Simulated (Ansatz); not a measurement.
# Field gradients along an isostructural series (Ibam)

The numbers come from a DFT calculation in Ansatz (PBE, plane waves and PAW, scalar-relativistic, 420 eV cutoff). The cells come from the Materials Project (computed, not necessarily observed phases), with the atoms as given. Forces reach 0.2 eV/Å in them. Spin–orbit coupling is left out. All compounds take space group Ibam with the same Wyckoff sites and nearly the same cell shape, and differ in the element M (Ti, Sn, Zr). Sites are named by their Wyckoff letter. V_zz in 10²¹ V/m².

```
 M  compound  source         cell edges (Å)  first shell of Ca on b  Ca on b: V_zz (η)  N on j: V_zz (η)  M on a: V_zz (η)
Ti   Ca7TiN6      MP  6.331, 11.517, 12.815           4 N at 2.50 Å       -6.59 (0.36)      -1.11 (0.58)       6.05 (0.01)
Sn   Ca7SnN6      MP  6.381, 11.849, 12.776           4 N at 2.51 Å       -4.85 (0.77)      -1.15 (0.10)      10.61 (0.27)
Zr   Ca7ZrN6      MP  6.396, 11.794, 13.075           4 N at 2.52 Å                  ?                 ?                 ?
```

Problem. Estimate the values withheld for Ca7ZrN6.

Solution. Ca on b: -5.54 (0.38); N on j: 0.65 (0.85); Zr on a: 9.24 (0.10).

The crystals are a selection from a larger pool of database entries, not a random sample of it.
